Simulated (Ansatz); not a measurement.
PbSe (rock salt) is sheared across one {100} plane: the third cell vector gains the shift, so faults repeat every 9.3 Å. The cut lies between planes 3.11 Å apart; the cell height is held.

```
CELL_PARAMETERS angstrom
      4.39655     0.00000     0.00000
      0.00000     4.39655     0.00000
      2.19827     2.19827     9.32648
ATOMIC_POSITIONS crystal
  Se 0.00000 0.00000 0.83333
  Se 0.33333 0.33333 0.16667
  Se 0.66667 0.66667 0.50000
  Pb 0.50000 0.50000 0.83333
  Pb 0.83333 0.83333 0.16667
  Pb 0.16667 0.16667 0.50000
```

In-plane vectors a = (4.397, 0.000) Å, b = (0.000, 4.397) Å, area 19.33 Å². The shift is x·a + y·b, and the map repeats with period 1 in x and y. The shift is rigid: no atom relaxes. γ = [E(shift) − E(0)] / area.

These are PBE (plane waves to 420 eV, PAW, scalar-relativistic; Ansatz, a quantum-chemistry and plane-wave program) values and carry that method's errors. k mesh 7×7×7 (Γ-centred), Fermi-Dirac smearing 0.05 eV. E is the zero-smearing estimate. As the smearing reaches across the gap at some points, the k mesh leaves noise in γ, roughly 0.02 J/m² as judged from a few cases. Faults lie only 9.3 Å apart, and holding the cell height and the atoms raises γ above its relaxed value. PbSe was relaxed with its symmetry unable to fall. Spin-orbit coupling is left out, though Pb is heavy. The PAW data are Ansatz's earlier set. γ is measured from zero shift.

```csv
γ (J/m²),x = 0.000,x = 0.167,x = 0.333,x = 0.500,x = 0.667,x = 0.833
y = 0.000,0.00,0.10,___,0.41,___,0.10
y = 0.167,0.10,0.21,0.43,0.53,0.43,0.21
y = 0.333,___,0.43,0.68,___,0.68,0.43
y = 0.500,0.41,0.53,___,0.92,___,0.53
y = 0.667,___,0.43,0.68,___,0.68,0.43
y = 0.833,0.10,0.21,0.43,0.53,0.43,0.21
```

Complete the blanks.


- y = 0.000, x = 0.333: 0.31
- y = 0.000, x = 0.667: 0.31
- y = 0.333, x = 0.000: 0.31
- y = 0.333, x = 0.500: 0.80
- y = 0.500, x = 0.333: 0.80
- y = 0.500, x = 0.667: 0.80
- y = 0.667, x = 0.000: 0.31
- y = 0.667, x = 0.500: 0.80

(The slope of γ gives the shear force per area between the displaced halves; near zero shift its curvature is an elastic stiffness.)
